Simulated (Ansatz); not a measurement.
TiAu, DFT, PBEsol, all-electron PAW with datasets made for the crystal, scalar-relativistic (Ansatz 0.2.0), run on 1 thread of Arm Neoverse V2 on a shared host.

The geometry is COD entry 1510312, unchecked; take it as a test cell. The listed cell was then made from it by scaling, straining or moving an atom.

Command: `ansatz run input.yaml --threads 1 --pin off --max-ram 3072MiB --backend cpu --events-out ev --progress --plain --runs-dir out`

```yaml
crystal:
  lattice:
    - [3.1875731978, 0.0, 0.0]
    - [0.0, 3.1875731978, 0.0]
    - [0.0, 0.0, 3.1875731978]
  atoms:
    - { symbol: Ti, position: [0.5, 0.5, 0.5] }
    - { symbol: Au, position: [0.0, 0.0, 0.0] }
kpoints:
  mp_grid: { grid: [10, 10, 10] }
scf:
  occupations: { method: fermi_dirac, width: 0.08 }
hamiltonian:
  xc: pbesol
  pseudopotentials: { kind: all_electron, datasets: crystal }
output:
  forces: true
  stress: true
  eigenvalues: true
  efg: { contact_densities: true }
```

Task: How large is the problem that the program sets up?

Result: 56 irreducible k-points, 305 plane waves at Γ, 21 bands.

Task: Estimate the wall time and the peak memory.

Result: 10 s of wall time for 10 SCF iterations, with a peak of 0.47 GiB. Times on shared machines scatter by tens of per cent.

Task: And the same cell and mesh by frozen-core PAW, asked for forces, stress, eigenvalues, efg, on the same hardware?

Result: 4.2 s, peak memory 0.38 GiB.
